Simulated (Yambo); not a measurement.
BeS (zinc blende, space group F-43m, No. 216), G0W0@PBEsol in Yambo with this input:

```
rim_cut
gw0
dyson
el_el_corr
HF_and_locXC
ppa
em1d
RandQpts= 1000000
RandGvec= 1 Ry
EXXRLvcs= 88 Ry
VXCRLvcs= 352 Ry
Chimod= "HARTREE"
% BndsRnXp
 2 | 62 |
%
NGsBlkXp= 10 Ry
% LongDrXp
 1.0 | 1.0 | 1.0 |
%
PPAPntXp= 27.2114 eV
% GbndRnge
 1 | 62 |
%
GTermKind= "BG"
DysSolver= "n"
ExtendOut
```

On a 6×6×6 mesh, with wavefunctions cut at 88 Ry, the gap (Γ → X) is 4.561 eV and the valence edge shifts by -1.193 eV.

Problem. What happens with this change: 4 Ry block?

Solution. The gap falls by 0.183 eV, to 4.378 eV; the shift of the valence edge becomes -0.990 eV. Neither run is shown to be the converged limit.

Geometry relaxed with PBEsol; primitive cell a = b = c = 3.4223 Å, α = β = γ = 60.00°.

A shift is the quasiparticle energy of the state minus its PBEsol energy.
